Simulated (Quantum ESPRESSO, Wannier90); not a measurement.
# Wannier functions of TiFe (CsCl type)

Cell from Materials Project (mp-305), symmetrised, no further relaxation. COD (Crystallography Open Database) has an entry of this formula and space group (matched by these alone). Computed values, not measurements, from PBEsol: Quantum ESPRESSO (norm-conserving PseudoDojo potentials, cutoff 72 Ry, no spin polarisation, no spin-orbit coupling) on a Γ-centred 8×8×8 mesh, then Wannier90. Density: 14×14×14 mesh, cold smearing 0.01 Ry. A non-magnetic state is assumed; magnetic ones were not tried.

On the energy scale of pw.x, whose zero is arbitrary, the Fermi level lies at 17.67 eV.

Input w.win:

```
num_bands = 1
num_wann = 1
exclude_bands = 1,3-37
num_iter = 1000
conv_tol = 1.0e-6
conv_window = 4
write_hr = true
write_u_matrices = true
auto_projections = true
begin unit_cell_cart
ang
    2.9386800000    0.0000000000    0.0000000000
    0.0000000000    2.9386800000    0.0000000000
    0.0000000000    0.0000000000    2.9386800000
end unit_cell_cart
begin atoms_frac
Ti   0.0000000000  0.0000000000  0.0000000000
Fe   0.5000000000  0.5000000000  0.5000000000
end atoms_frac
mp_grid = 8 8 8
begin kpoints
0.0000000000 0.0000000000 0.0000000000
0.0000000000 0.0000000000 0.1250000000
0.0000000000 0.0000000000 0.2500000000
... (509 more lines: the 8x8x8 mesh through Gamma)
end kpoints
```

Input of pw2wannier90.x that gives the overlap and projection files (equivalent; here they were cut from one run over all bands):

```
&inputpp
  outdir = './out'
  prefix = 'pwscf'
  seedname = 'w'
  write_amn = .true.
  write_mmn = .true.
  atom_proj = .true.
  atom_proj_exclude = 2 3 4 5 6 7 8 9 10 11 12 13 14 15 16 17 18 19 20
/
```

Output w.wout (banner and timings cut):

```
                                    ------
                                    SYSTEM
                                    ------

                              Lattice Vectors (Ang)
                    a_1     2.938680   0.000000   0.000000
                    a_2     0.000000   2.938680   0.000000
                    a_3     0.000000   0.000000   2.938680

                   Unit Cell Volume:      25.37797  (Ang^3)

                        Reciprocal-Space Vectors (Ang^-1)
                    b_1     2.138098   0.000000   0.000000
                    b_2     0.000000   2.138098   0.000000
                    b_3     0.000000   0.000000   2.138098

 *----------------------------------------------------------------------------*
 |   Site       Fractional Coordinate          Cartesian Coordinate (Ang)     |
 +----------------------------------------------------------------------------+
 | ti   1   0.00000   0.00000   0.00000   |    0.00000   0.00000   0.00000    |
 | fe   1   0.50000   0.50000   0.50000   |    1.46934   1.46934   1.46934    |
 *----------------------------------------------------------------------------*
                                ------------
                                K-POINT GRID
                                ------------

             Grid size =  8 x  8 x  8      Total points =  512

 *---------------------------------- MAIN ------------------------------------*
 |  Number of Wannier Functions               :                 1             |
 |  Number of Objective Wannier Functions     :                 1             |
 |  Number of input Bloch states              :                 1             |
 |  Output verbosity (1=low, 5=high)          :                 1             |
 |  Timing Level (1=low, 5=high)              :                 1             |
 |  Optimisation (0=memory, 3=speed)          :                 3             |
 |  Length Unit                               :               Ang             |
 |  Post-processing setup (write *.nnkp)      :                 F             |
 |  Using Gamma-only branch of algorithms     :                 F             |
 *----------------------------------------------------------------------------*
 *------------------------------- WANNIERISE ---------------------------------*
 |  Total number of iterations                :              1000             |
 |  Number of CG steps before reset           :                 5             |
 |  Trial step length for line search         :             2.000             |
 |  Convergence tolerence                     :         0.100E-05             |
 |  Convergence window                        :                 4             |
 |  Iterations between writing output         :                 1             |
 |  Iterations between backing up to disk     :               100             |
 |  Write r^2_nm to file                      :                 F             |
 |  Write xyz WF centres to file              :                 F             |
 |  Write on-site energies <0n|H|0n> to file  :                 F             |
 |  Use guiding centre to control phases      :                 F             |
 |  Use phases for initial projections        :                 F             |
 *----------------------------------------------------------------------------*
 *-------------------------------- PLOTTING ----------------------------------*
 |  Plotting Hamiltonian in WF basis          :                 T             |
 *----------------------------------------------------------------------------*

       ... (k-mesh section left out)

 Starting a new Wannier90 calculation ...

 Reading overlaps from w.mmn

 Reading projections from w.amn

 *------------------------------- WANNIERISE ---------------------------------*
 +--------------------------------------------------------------------+<-- CONV
 | Iter  Delta Spread     RMS Gradient      Spread (Ang^2)            |<-- CONV
 +--------------------------------------------------------------------+<-- CONV

 ------------------------------------------------------------------------------
 Initial State
  WF centre and spread    1  (  0.000000,  0.000000,  0.000000 )     0.33608296
  Sum of centres and spreads (  0.000000,  0.000000,  0.000000 )     0.33608296

      0     0.336E+00     0.0000000000        0.3360829602  <-- CONV
        O_D=      0.0000000 O_OD=      0.0000000 O_TOT=      0.3360830 <-- SPRD
 ------------------------------------------------------------------------------
      1     0.000E+00     0.0000000000        0.3360829602  <-- CONV
        O_D=      0.0000000 O_OD=      0.0000000 O_TOT=      0.3360830 <-- SPRD
      2     0.000E+00     0.0000000000        0.3360829602  <-- CONV
        O_D=      0.0000000 O_OD=      0.0000000 O_TOT=      0.3360830 <-- SPRD
      3     0.000E+00     0.0000000000        0.3360829602  <-- CONV
        O_D=      0.0000000 O_OD=      0.0000000 O_TOT=      0.3360830 <-- SPRD
      4     0.000E+00     0.0000000000        0.3360829602  <-- CONV
        O_D=      0.0000000 O_OD=      0.0000000 O_TOT=      0.3360830 <-- SPRD
             <<<     Delta < 1.000E-06  over  4 iterations     >>>
             <<< Wannierisation convergence criteria satisfied >>>
 Final State
  WF centre and spread    1  (  0.000000,  0.000000,  0.000000 )     0.33608296
  Sum of centres and spreads (  0.000000,  0.000000,  0.000000 )     0.33608296

         Spreads (Ang^2)       Omega I      =     0.336082960
        ================       Omega D      =     0.000000000
                               Omega OD     =     0.000000000
    Final Spread (Ang^2)       Omega Total  =     0.336082960
```
